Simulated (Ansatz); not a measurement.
This run works on a proposed trial structure, not on a known crystal.

Input and command of a plane-wave DFT calculation in Ansatz:

```yaml
crystal:
  lattice:
    - [3.5217483306, -0.060696227, -0.0595626248]
    - [-0.060696227, 3.5432993791, -0.0216824568]
    - [-0.1946821782, -0.0708697432, 11.26581162]
  atoms:
    - { symbol: Be, position: [0.472945692, -0.0014427332, 0.6560890429] }
    - { symbol: Be, position: [-0.0060484284, 0.0570339039, 0.4973370921] }
    - { symbol: Be, position: [0.0104502324, 0.4585524849, 0.3656985065] }
    - { symbol: Be, position: [0.4650773017, 0.484099051, 0.5093312606] }
    - { symbol: Be, position: [0.3914677917, 0.0149249448, 0.0957938235] }
    - { symbol: Be, position: [0.0254010379, 0.520868331, 0.8750145546] }
    - { symbol: Se, position: [0.5362984285, 0.5290847368, 0.760409025] }
    - { symbol: Se, position: [0.529496989, 0.4328852576, 0.2394278476] }
    - { symbol: Se, position: [0.0749109553, 0.0039940233, 0.0008988474] }
basis:
  ecutwfc: 420
kpoints:
  mp_grid: { grid: [6, 6, 2] }
hamiltonian:
  xc: pbe
scf:
  occupations: { method: gaussian, width: 0.2 }
  lower_state_search: "off"
output:
  forces: true
  stress: true
  eigenvalues: true
relax:
  adjacent_minimum: "off"
  f_tol: 0.025
  max_steps: 60
  cell: { stress_tol: 0.25 }
```

```bash
ansatz run input.yaml --threads 1 --pin off --max-ram 2560MiB --backend cpu --events-out ev --progress --plain --runs-dir out
```

Processor: Arm Neoverse V2, 1 thread, on a host shared with other jobs.

Question: How long does it run, and how much memory does it take?

Answer: About 2.5 min, peak memory 0.44 GiB. It solves 39 bands at 40 k points (after reduction by symmetry) with about 2625 plane waves (on the last cell), in 58 SCF iterations over 7 ionic steps.
